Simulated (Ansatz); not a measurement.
Relaxed bulk Ca:

```yaml
crystal:
  lattice:
    - [3.85366, 0.00000, 0.00000]
    - [-1.92683, 3.33736, 0.00000]
    - [0.00000, 0.00000, 6.34019]
  atoms:
    - { symbol: Ca, position: [0.33333, 0.66667, 0.25000] }
    - { symbol: Ca, position: [0.66667, 0.33333, 0.75000] }
```

Miller indices refer to the conventional cell of P6_3/mmc (No. 194), a = 3.854 Å, b = 3.854 Å, c = 6.340 Å, α = 90.00°, β = 90.00°, γ = 120.00°.

Consider the (100) slab of 8 planes, 12.2 Å thick with 15 Å of vacuum as cut; outer planes Ca (top) and Ca (bottom), all atoms relaxed.

These are results of Ansatz 0.2.0, DFT PBEsol, scalar-relativistic, plane waves, PAW, not measurements. Cutoff 420 eV; k points 9×6×1 on the computed 8-atom cell (Γ-centred); Gaussian smearing, width 0.10 eV; no spin polarisation. The cell repeats along c with a dipole correction in the vacuum.

Task: Give the surface energy (mean of both faces).

Result: 0.66 J/m².

Task: Predict the work function.

Result: 2.61 eV.

Task: The top two planes lie 2.225 Å apart in the bulk. How does relaxation change this?

Result: The spacing becomes 2.042 Å (-8.2 %).

In some of the runs charge leaks into the vacuum, so their work functions can be off.

The reference crystal is a form of Ca, which isn't its usual structure.